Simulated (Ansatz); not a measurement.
TiTe2:
```
CELL_PARAMETERS angstrom
      3.75227     0.00000     0.00000
     -1.87613     3.24956     0.00000
      0.00000     0.00000    33.00000
ATOMIC_POSITIONS crystal
  Ti 0.00000 0.00000 0.50000
  Te 0.33333 0.66667 0.44717
  Te 0.66667 0.33333 0.55283
```
The layer is periodic in x and y and isolated along z.

Relaxed with PBE.

### Question
All from DFT-PBE in the program Ansatz with PAW potentials, unless another level is named. Give the dynamical stability at Γ.

### Answer
no clearly imaginary mode.

### Question
Give the highest zone-centre frequency.

### Answer
260 cm⁻¹.

Space group P-3m1 (1T). The layer was cut from a bulk entry of the Materials Project (measured or hypothetical); whether that bulk phase is the ambient one, and whether the layer has been isolated, was not checked. Symmetry was held in the PBE relaxation. The run is not spin-polarised. As this level gives no gap, phonon frequencies hold no LO–TO term and depend on the k-mesh and smearing (Fermi–Dirac, 0.1 eV here). Spin–orbit coupling is left out wherever it is not named.

Potentials: the later of the program's two PAW sets.
